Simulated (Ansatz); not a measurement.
Si3Mo5 in space group P6_3/mcm (No. 193; Si on 6g, Mo on 4d, Mo on 6g) under volume change, plane-wave PAW r²SCAN (Ansatz code), shape and atoms relaxed at each volume.

```tsv
V (Å³/atom)	E − E(relaxed) (meV/atom)	P (GPa)
13.101	?	?
13.532	45.1	17.67
13.964	?	?
14.396	0.0	0.00
14.828	9.6	-6.91
15.260	36.3	-12.78
15.692	77.6	-17.74
```

Question: Some entries are withheld; supply them.

Answer: 
- 13.101, E − E(relaxed) (meV/atom): 107.4
- 13.101, P (GPa): 28.86
- 13.964, E − E(relaxed) (meV/atom): 10.7
- 13.964, P (GPa): 8.12

Question: What does a third-order Birch–Murnaghan fit give for V₀, B₀ and B′?

Answer: V₀ = 14.40 Å³/atom, B₀ = 249 GPa, B′ = 4.4.

The workflow started from a Materials Project entry (that database holds measured and hypothetical structures alike); the Crystallography Open Database copy checked does not list it. COD files the formula under space group No. 140. Its standing as an ambient phase is unchecked. The r²SCAN relaxation kept the symmetry of its start; its stability against distortions is not shown here. No spin polarisation was allowed.

Potentials: the later of the program's two PAW sets.
